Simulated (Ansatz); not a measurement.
**Question.** Each is relaxed and computed with LDA (plane waves, PAW; program Ansatz). Which is the only one with a gap?
A. GeRh2, Pnma (Ge on 4c, Rh on 4c, Rh on 4c)
B. NiGe, Pnma (Ni on 4c, Ge on 4c)
C. SnCl2, Pnma (Sn on 4c, Cl on 4c, Cl on 4c)
D. HfSi, Pnma (Si on 4c, Hf on 4c)

**Answer.** C, SnCl2, Pnma (Sn on 4c, Cl on 4c, Cl on 4c). SnCl2: gap 2.85 eV (indirect); GeRh2: metal; HfSi: metal; NiGe: metal. Standing as an ambient phase not checked: SnCl2, Pnma (Sn on 4c, Cl on 4c, Cl on 4c); GeRh2, Pnma (Ge on 4c, Rh on 4c, Rh on 4c); HfSi, Pnma (Si on 4c, Hf on 4c). Weakly bound layers, chains or molecules computed without a dispersion correction, so cells and soft constants are ill determined: SnCl2, Pnma (Sn on 4c, Cl on 4c, Cl on 4c). All cells were relaxed under the symmetry of their starts (and spin orders); stability against distortions was not tested throughout. Rows with no word on spin ran without spin polarisation. Spin–orbit coupling is left out wherever it is not named.

Potentials: the later of the program's two PAW sets.
